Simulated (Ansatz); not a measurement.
Crystal: HfN, rock salt type, 2 atoms in the cell.

All numbers below come from HSE06, plane waves, all-electron PAW datasets generated for the crystal, point nucleus (Ansatz 0.2.0 development build).

Cutoff 490 eV; exchange singularity: regularized; k-mesh 4×4×4 Γ-centred; Fermi–Dirac smearing of 0.1 eV; no spin polarisation; no spin–orbit coupling.

```
V (Å³/atom)   a (Å)  E − E(min) (meV/atom)  P (GPa)
     10.690  4.4058                  64.89    26.46
     11.039  4.4532                  20.58    14.62
     11.388  4.4996                   0.01     4.51
     11.736  4.5450                   0.00    -4.12
     12.085  4.5896                  17.08   -11.50
```

Q: Fit a third-order Birch–Murnaghan equation of state to the energies.

A: V₀ = 11.562 Å³/atom (a₀ = 4.522 Å), B₀ = 285 GPa, B₀′ = 4.38.

The stress includes the program's correction for the finite plane-wave basis.

The k-mesh is coarse, so these values belong to this mesh and can lie far from the converged ones.
